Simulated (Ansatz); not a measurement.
Ru:
```xyz
2
Lattice="2.6749 0.0000 0.0000 -1.3374 2.3165 0.0000 0.0000 0.0000 4.2259" Properties=species:S:1:pos:R:3 pbc="T T T"
Ru     0.0000     1.5443     3.1694
Ru     1.3374     0.7722     1.0565
```

Relaxed with LDA. Special points in fractions of this cell's reciprocal vectors: Γ (0.000, 0.000, 0.000); M (0.500, 0.000, 0.000); K (0.333, 0.333, 0.000); A (0.000, 0.000, 0.500); L (0.500, 0.000, 0.500); H (0.333, 0.333, 0.500).

Question: List the band energies nearest the Fermi level at these points for plane-wave PAW LDA (Ansatz code).

Answer: In eV from the Fermi level; about four levels below and three above (degenerate sets whole), none deeper than 8.9 eV; … stands for higher levels left out; points with the same levels are listed once.

| k | below | above |
|---|---|---|
| Γ | -2.06 -2.06 -1.51 -1.51 | 1.24 1.24 … |
| M | -3.23 -2.19 -1.90 -1.62 | 1.49 1.94 2.04 |
| K | -3.99 -3.01 -3.01 -1.16 | 1.06 1.06 1.54 |
| A | -2.97 -2.97 -2.97 -2.97 -2.86 -2.86 | … |
| L | -4.81 -4.81 -1.15 -1.15 | 0.45 0.45 1.77 1.77 |
| H | -2.87 -2.87 -1.29 -1.29 | 1.28 1.28 … |

Space group P6_3/mmc (hcp (Mg type)). Symmetry was held in the LDA relaxation. No spin polarisation was allowed. Scalar-relativistic: spin–orbit coupling is off unless named, which matters more the heavier the elements.

Potentials: the earlier of the program's two PAW sets.
